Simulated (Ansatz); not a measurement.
# Cs₃CdBrF₄: Field gradients at the nuclei

The cell is a Materials Project structure (computed, not necessarily an observed phase), relaxed with PBE at fixed cell and then changed (all 8 Br of one site replaced by F, ions relaxed).

```
Cs Cd F Br
1.0
    -4.82907    4.82907    7.98558
     4.82907   -4.82907    7.98558
     4.82907    4.82907   -7.98558
Cs Cd F Br
6 2 8 2
Direct
  0.14544 0.64544 0.79087
  0.85456 0.35456 0.20913
  0.64544 0.85456 0.50000
  0.35456 0.14544 0.50000
  0.75000 0.75000 0.00000
  0.25000 0.25000 0.00000
  0.25000 0.75000 0.50000
  0.75000 0.25000 0.50000
  0.76539 0.26539 0.72307
  0.54232 0.04232 0.27693
  0.26539 0.54232 0.50000
  0.04232 0.76539 0.50000
  0.23461 0.73461 0.27693
  0.45768 0.95768 0.72307
  0.73461 0.45768 0.50000
  0.95768 0.23461 0.50000
  0.00000 0.00000 0.00000
  0.50000 0.50000 0.00000
```

Atoms are numbered from 1 in the order listed; like atoms form one site, named after its first atom.

The numbers come from a DFT calculation in Ansatz (PBE, plane waves and PAW, scalar-relativistic, 420 eV cutoff, Γ-centred 3×3×3 k-points, Fermi–Dirac smearing 0.02 eV).

C_Q = eQV_zz/h, which is 24.18 MHz for Q = 1 b and V_zz = 10²¹ V/m²; η = (V_xx − V_yy)/V_zz.

¹³³Cs: I = 7/2, Q = -3.430 mb; 79Br: I = 3/2, Q = 308.7 mb. Q values from Pyykkö, Mol. Phys. 116, 1328 (2018).

```
site   atoms (order as listed)                                         first shell  V_zz (10²¹ V/m²)     η  C_Q (MHz)
 Cs1                1, 2, 3, 4  2 Br at 3.70 Å; also 4 F at 3.51 Å, 1 Cs at 3.97 Å             -4.99  0.67      0.414
 Cs5                      5, 6                          2 Br at 3.99 Å, angle 180°             -3.93  0.00      0.326
  Cd                      7, 8                                       4 F at 2.16 Å            -10.30  0.00          –
   F  9, 10, 11, 12, 13, 14, …                                      1 Cd at 2.16 Å              7.63  0.08          –
  Br                    17, 18                                 6 Cs at 3.70–3.99 Å              1.59  0.00       11.9
```

An axis of threefold or higher order runs through Cs5, Cd and Br, so V_zz lies along it and η is zero. At Cs1 V_zz runs parallel to the line that joins its two neighbours (within 1°). At F V_zz points along its bond to Cd (within 6°).

Cd, F have no stable isotope with a ground-state quadrupole moment in the table, so no C_Q is given.

Without spin–orbit coupling (the program notes it for Cd and Cs) the gradients are little affected as a rule: paired runs on crystals with a gap mostly move them by under 2 % at such atoms.
